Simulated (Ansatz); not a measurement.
**ZrV2: constraining the magnetisation**

We look at ZrV2: a measured crystal structure (space group Fd-3m), with 6 atoms per cell. Source: COD entry 1541084, which need not be the ambient phase.

```
CELL_PARAMETERS angstrom
0.00000 3.71500 3.71500
3.71500 0.00000 3.71500
3.71500 3.71500 0.00000
ATOMIC_POSITIONS crystal
V 0.12500 0.12500 0.12500
V 0.62500 0.12500 0.12500
V 0.12500 0.12500 0.62500
V 0.12500 0.62500 0.12500
Zr 0.50000 0.50000 0.50000
Zr 0.75000 0.75000 0.75000
```

Numbers behind element symbols give the atom's place in this list.

These are results of Ansatz, DFT, PBEsol, PAW, plane waves, scalar-relativistic, not measurements.

| Item | Value |
| --- | --- |
| Plane-wave cutoff | 420 eV |
| k-point mesh | 6×6×6 (Γ-centred) |
| Occupations | Fermi–Dirac smearing, 0.1 eV |
| Valence electrons | 76 |

Site moments are integrals over atomic spheres and don't add up to the total.

Each run fixes N↑ − N↓ and starts with that moment spread in parallel over the V atoms; no search for lower states follows. F is the free energy per cell, and F(lowest) that of the lowest run, the runs with a free moment included. A row is the solution that its start led to, not a proven minimum at that M. The run at M = 0 starts without moments and gives the spin-unpolarised solution; a state with cancelling moments wasn't tried, and may lie lower. The program warns that the SCF threshold is loose for stress, so pressures can be off by 0.1 GPa or more.

The run at M = 2.40 μB took 7.8 s on 2 threads of Arm Neoverse V1, on a shared host, peak memory 0.46 GiB.

| fixed M (μB/cell) | F − F(lowest) (meV/cell) | moments of V1 V2 V3 V4 (μB) | pressure (GPa) |
| --- | --- | --- | --- |
| 0.00 | 0 | 0.00 0.00 0.00 0.00 | -8.6 |
| 0.60 | 3 | 0.09 0.09 0.09 0.09 | -8.6 |
| 1.20 | 11 | 0.18 0.18 0.18 0.18 | -8.4 |
| 1.80 | 26 | 0.26 0.26 0.26 0.26 | -8.2 |
| 2.40 | 50 | 0.35 0.35 0.35 0.35 | -7.9 |
| 3.00 | 90 | 0.43 0.43 0.43 0.43 | -7.5 |
| 3.60 | 159 | 0.52 0.52 0.52 0.52 | -7.0 |
| 4.20 | 267 | 0.63 0.63 0.63 0.63 | -6.4 |
| 4.80 | 413 | 0.75 0.75 0.75 0.75 | -5.7 |

The lowest fixed-moment run is the one at M = 0.00 μB (0 meV). With the constraint released: “parallel moments scaled by 0.1, free total moment [V1 0.20, V2 0.20, V3 0.20, V4 0.20 μB]” ends at 0.00 μB, 0 meV; “parallel moments, free total moment [V1 2.00, V2 2.00, V3 2.00, V4 2.00 μB]” ends at 0.00 μB, 0 meV.
